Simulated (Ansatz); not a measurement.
# ¹⁷O NMR of the central transition in SiO2

Cell: an entry of the Crystallography Open Database (COD), atoms as given.

Space group P4_12_12 (No. 92); a = 4.9727, c = 6.9257 Å.

| site | Wyckoff | site symmetry | x | y | z |
| --- | --- | --- | --- | --- | --- |
| Si | 4a | ..2 | 0.3007 | 0.3007 | 0.0000 |
| O | 8b | 1 | 0.2390 | 0.1041 | 0.1787 |

One atom of each set is listed.

Computed with Ansatz: DFT, PBE, plane waves and PAW, scalar-relativistic, 420 eV cutoff, Γ-centred 6×6×5 k-points, Fermi–Dirac smearing 0.02 eV.

¹⁷O has I = 5/2 and Q = -25.58 mb (Pyykkö 2018); at 14.1 T its Larmor frequency is ν₀ = 81.4 MHz. Only the quadrupole interaction is simulated: positions count from each site's isotropic chemical shift, and J coupling is left out, as are shift anisotropy and dipolar coupling, which fast spinning averages.

(1) Simulate the second-order pattern (fast magic-angle spinning, Gaussian broadening 0.3 kHz) of site O (2 Si at 1.60–1.61 Å, angle 147°).

Answers

(1) The calculation gives C_Q = -5.63 MHz and η = 0.14, so ν_Q = 0.844 MHz and the centre of gravity lies at -28.9 ppm (-2.35 kHz).

```csv
offset (kHz),height
-6.075,0
-5.825,4
-5.575,7
-5.325,7
-5.075,7
-4.826,8
-4.576,8
-4.326,8
-4.076,13
-3.826,42
-3.576,78
-3.327,78
-3.077,60
-2.827,53
-2.577,51
-2.327,50
-2.078,52
-1.828,55
-1.578,62
-1.328,79
-1.078,100
-0.828,77
-0.579,28
-0.329,2
```

At O V_zz runs parallel to the line that joins its two neighbours (within 1°).

The calculated pressure of 8 GPa (PBE) comes largely from the unrelaxed atoms: it is 1.2 GPa once they are relaxed in the same cell. The largest force is 0.5 eV/Å, so the atoms aren't at the calculated equilibrium and relaxing them would move these values.

The run took 8.4 s of wall time (32 s of CPU time) and 0.53 GiB at its peak, on 4 threads of Arm Neoverse V1 (aarch64; 8 cores open to the job, memory cap 8.0 GiB, no GPU), a shared host with a load of 0.3 a core.
